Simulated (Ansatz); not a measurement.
## Profile along the Sb–Sb line in Sb (simple cubic)

Sb (simple cubic)

```
Sb
1.0
    3.08353     0.00000     0.00000
    0.00000     3.08353     0.00000
    0.00000     0.00000     3.08353
Sb
1
Direct
  0.00000   0.00000   0.00000
```

Fields along a shortest Sb–Sb line of a {100} plane (3.08 Å), from Sb to Sb, interpolated on the slice's grid (step about 0.1 Å). Calculation: r2SCAN (plane waves to 500 eV, PAW, scalar-relativistic; Ansatz, a quantum-chemistry and plane-wave program). k mesh 15×15×15. Inside the PAW spheres the values are not all-electron values, and peaks at nuclei hang on which shells count as valence. Sb was relaxed with its symmetry unable to fall. Spin-orbit coupling is left out, though Sb is heavy. This is one of several known forms of Sb; the measured ambient cells at hand have space group No. 166.

| distance from Sb (Å) | valence electron density (e/Å³) | electron localisation function |
|---|---|---|
| 0.00 | 23.17 | x |
| 0.31 | 13.17 | x |
| 0.62 | 2.89 | 0.15 |
| 0.92 | 0.70 | 0.37 |
| 1.23 | 0.34 | 0.53 |
| 1.54 | 0.27 | 0.59 |
| 1.85 | 0.34 | 0.53 |
| 2.16 | 0.70 | 0.37 |
| 2.46 | 2.89 | 0.15 |
| 2.77 | 13.17 | x |
| 3.08 | 23.17 | x |

x: too close to a nucleus for the ELF to mean much.

Density on the Sb–Sb line (3.08 Å) at its midpoint: 0.27 e/Å³. ELF at that point: 0.59. ELF maximum in the middle third of the Sb–Sb line: 0.59, 1.5 Å from Sb.
